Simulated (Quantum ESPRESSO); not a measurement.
pw.x input (Quantum ESPRESSO 7.5; PBEsol, PseudoDojo standard norm-conserving files, scalar-relativistic):

```
&CONTROL
  calculation = 'scf'
  pseudo_dir = './pseudo'
  outdir = './out'
  tprnfor = .true.
  tstress = .true.
/
&SYSTEM
  ibrav = 0
  nat = 2
  ntyp = 2
  ecutwfc = 88.0
  ecutrho = 352.0
  occupations = 'smearing'
  smearing = 'fd'
  degauss = 0.005
  nbnd = 15
/
&ELECTRONS
  conv_thr = 2e-10
/
ATOMIC_SPECIES
Be 9.0122 Be.upf
Pd 106.4200 Pd.upf
CELL_PARAMETERS angstrom
  2.811640000000   0.000000000000   0.000000000000
  0.000000000000   2.811640000000   0.000000000000
  0.000000000000   0.000000000000   2.811640000000
ATOMIC_POSITIONS crystal
Be   0.000000000000   0.000000000000   0.000000000000
Pd   0.500000000000   0.500000000000   0.500000000000
K_POINTS automatic
16 16 16 0 0 0
```

End of the output:

```
     total energy              =    -297.58182794 Ry
     estimated scf accuracy    <       0.00000010 Ry
     total energy              =    -297.58182796 Ry
     estimated scf accuracy    <          1.5E-09 Ry
     total energy              =    -297.58182796 Ry
     estimated scf accuracy    <          3.5E-10 Ry
[...]
     the Fermi energy is    17.0754 ev
!    total energy              =    -297.58182796 Ry
     estimated scf accuracy    <          1.8E-11 Ry
     smearing contrib. (-TS)   =      -0.00089458 Ry
     internal energy E=F+TS    =    -297.58093339 Ry
     The total energy is F=E-TS. E is the sum of the following terms:
     one-electron contribution =    -112.30456302 Ry
     hartree contribution      =      63.79947242 Ry
     xc contribution           =     -45.77954054 Ry
     ewald contribution        =    -203.29630224 Ry
     convergence has been achieved in  10 iterations
     Forces acting on atoms (cartesian axes, Ry/au):
     atom    1 type  1   force =     0.00000000    0.00000000    0.00000000
     atom    2 type  2   force =     0.00000000    0.00000000    0.00000000
     Total force =     0.000000     Total SCF correction =     0.000000
     Computing stress (Cartesian axis) and pressure
          total   stress  (Ry/bohr**3)                   (kbar)     P=      -25.90
  -0.00017606   0.00000000   0.00000000          -25.90        0.00        0.00
   0.00000000  -0.00017606   0.00000000            0.00      -25.90        0.00
   0.00000000   0.00000000  -0.00017606            0.00        0.00      -25.90
```

Spin-orbit coupling is not included.

Geometry of the Materials Project entry, not relaxed at this level.
